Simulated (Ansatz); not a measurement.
Polymorphs of AlInSb₂, each relaxed with plane-wave PAW r²SCAN (Ansatz code):

A: P-4m2
a = b = 4.4979 Å, c = 6.3583 Å, α = β = γ = 90.00°

| atom | site | symmetry | x | y | z |
|---|---|---|---|---|---|
| Al | 1a | -4m2 | 0.0000 | 0.0000 | 0.0000 |
| In | 1c | -4m2 | 0.5000 | 0.5000 | 0.5000 |
| Sb | 2g | 2mm. | 0.0000 | 0.5000 | 0.2332 |

B: R3m
a = 4.4986 Å, b = 4.4986 Å, c = 22.0563 Å, α = 90.00°, β = 90.00°, γ = 120.00°

```tsv
atom	site	symmetry	x	y	z
Al	3a	3m	0.0000	0.0000	0.9997
In	3a	3m	0.0000	0.0000	0.5006
Sb	3a	3m	0.0000	0.0000	0.1206
Sb	3a	3m	0.0000	0.0000	0.6291
```

Q: Order them by energy per atom at 0 K (lowest first) at the level r²SCAN.

A: A (+0 meV/atom), B (+6 meV/atom)

Q: Give each one's gap.

A: A 0.95 eV; B 0.86 eV.

Standing as an ambient phase not checked: A; B. Perhaps ordered models of mixed-site phases: A; B. All cells were relaxed under the symmetry of their starts (and spin orders); stability against distortions was not tested throughout. Scalar-relativistic: spin–orbit coupling is off unless named, which matters more the heavier the elements.

Energies hold the estimated change up to a 700 eV cutoff; steps of a few meV lie near the error of the meshes.

Potentials: the later of the program's two PAW sets.
